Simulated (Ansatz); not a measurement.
Total density of states per atom from the program Ansatz at the r²SCAN level (PAW), in 0.25 eV bins, energy from the valence-band maximum:

```csv
E (eV),states/eV/atom
-7.10,0.00
-6.85,0.58
-6.60,1.63
-6.35,1.25
-6.10,1.53
-5.85,1.47
-5.60,0.65
-5.35,0.27
-5.10,0.55
-4.85,0.57
-4.60,1.12
-4.35,0.98
-4.10,0.94
-3.85,0.90
-3.60,2.03
-3.35,1.00
-3.10,1.41
-2.85,0.00
-2.60,0.00
-2.35,0.00
-2.10,0.00
-1.85,0.00
-1.60,0.00
-1.35,0.84
-1.10,0.94
-0.85,0.00
-0.60,1.13
-0.35,0.64
-0.10,0.89
0.15,0.00
0.40,0.00
0.65,0.00
0.90,0.00
1.15,0.00
1.40,0.00
1.65,0.00
1.90,0.00
2.15,0.00
2.40,0.00
2.65,0.00
2.90,0.89
3.15,0.00
3.40,0.00
3.65,0.00
3.90,0.00
4.15,0.00
4.40,0.43
4.65,1.35
4.90,0.00
5.15,0.00
5.40,0.00
5.65,0.00
5.90,0.00
6.15,0.00
6.40,0.01
6.65,0.04
6.90,0.67
7.15,0.35
7.40,0.36
7.65,0.29
```

Problem. Which compound is it?
(A) CrO2, rutile
(B) Cs2Ni3S4, Fmmm (Cs on 8i, Ni on 4a, Ni on 8e, S on 16m)
(C) Cs2WO2F4, C2/m (Cs on 4i, W on 2a, O on 4i, F on 8j)
(D) MgO, CsCl type

Solution. C, Cs2WO2F4, C2/m (Cs on 4i, W on 2a, O on 4i, F on 8j). Top 1 eV of the valence band: O 2p 93 %. Bottom 1 eV of the conduction band: W 5d 73 %, F 2p 24 %. Projections are on Löwdin-orthogonalised atomic valence shells; empty p or d shells of many metals are not among them.

The first step of the workflow began from a Materials Project structure, measured or hypothetical; the Crystallography Open Database copy checked does not list it. Its standing as an ambient phase is unchecked. The cell was relaxed with r²SCAN under the symmetry of its start; its stability against distortions is not shown here. The run is not spin-polarised. No Hubbard U is applied. Spin–orbit coupling is left out wherever it is not named.

Potentials: the later of the program's two PAW sets.
